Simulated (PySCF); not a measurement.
PySCF single point, PBE0/def2-SVP, density fitting, IEF-PCM implicit water (electrostatics alone), on iodobenzene, C6H5I (SMILES Ic1ccccc1), charge 0, multiplicity 1.

```python
from pyscf import gto, scf, dft
mol = gto.M(atom='''
I     -2.977970    -0.000001     0.000035
C     -0.857691     0.000000    -0.000035
C     -0.179658    -1.204945    -0.000009
C      1.205071    -1.198535     0.000010
C      1.898487    -0.000002     0.000009
C      1.205072     1.198532     0.000011
C     -0.179657     1.204946    -0.000008
H     -0.720452    -2.138850    -0.000013
H      1.739717    -2.136632     0.000001
H      2.977970    -0.000002    -0.000000
H      1.739717     2.136629     0.000002
H     -0.720450     2.138850    -0.000014
''', basis='def2-SVP', ecp={'I': 'def2-SVP'}, charge=0, spin=0, verbose=3)
mf = dft.RKS(mol, xc='PBE0')
mf = mf.density_fit()
mf = mf.PCM()
mf.with_solvent.method = 'IEF-PCM'
mf.with_solvent.eps = 78.4
mf.max_cycle = 100
e = mf.kernel()
print('converged', mf.converged)
print('E_total', e)
print('nao', mol.nao)
print('HOMO', mf.mo_energy[mf.mo_occ > 0].max())
mf.dip_moment()
```

The program's output:

```

WARN: PCM is an experimental feature. It is still in testing.
Features and APIs may be changed in the future.

converged SCF energy = -528.917969799292
converged True
E_total -528.9179697992919
nao 135
HOMO -0.25448376015497765
Dipole moment(X, Y, Z, Debye):  2.14221, -0.00000, -0.00000
```

The total energy is -14392.59 eV, -0.14 eV from the same level's vacuum run.
